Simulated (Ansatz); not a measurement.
**Ti2RuO6: zone-centre modes**

The calculation used DFT PBE, scalar-relativistic, plane waves, PAW in Ansatz 0.2.0. Plane waves to 420 eV; Γ-centred k mesh 8×8×6; Gaussian smearing of 0.01 eV. No spin polarisation. Phonons by linear response, acoustic sum rule imposed.

Equilibrium structure at this level:
```yaml
crystal:
  lattice:
    - [4.84954, -2.87966, -0.04614]
    - [4.84954, 2.87966, -0.04614]
    - [-0.12956, 0.00000, 6.30796]
  atoms:
    - { symbol: Ti, position: [0.47908, 0.99398, 0.16395] }
    - { symbol: Ti, position: [0.00602, 0.52092, 0.83605] }
    - { symbol: Ru, position: [0.50585, 0.49415, 0.50000] }
    - { symbol: O, position: [0.18941, 0.23481, 0.01384] }
    - { symbol: O, position: [0.57220, 0.17050, 0.36743] }
    - { symbol: O, position: [0.25172, 0.59898, 0.71033] }
    - { symbol: O, position: [0.82950, 0.42780, 0.63257] }
    - { symbol: O, position: [0.40102, 0.74828, 0.28967] }
    - { symbol: O, position: [0.76519, 0.81059, 0.98616] }
```

It was reached by relaxing an invented guess, and it needn't be the stable form of this composition.

Optical modes at Γ:
```csv
frequency (THz),degeneracy
1.73,1
2.04,1
2.52,1
3.46,1
4.29,1
4.43,1
4.72,1
5.88,1
6.85,1
7.41,1
7.80,1
8.34,1
9.59,1
11.74,1
13.26,1
13.42,1
13.48,1
15.27,1
18.83,1
18.92,1
19.63,1
19.91,1
25.41,1
26.29,1
```

All 24 optical modes at Γ are real: no displacement of atoms at fixed cell lowers the energy to second order. Strains and modes at other wave vectors aren't tested by this run.
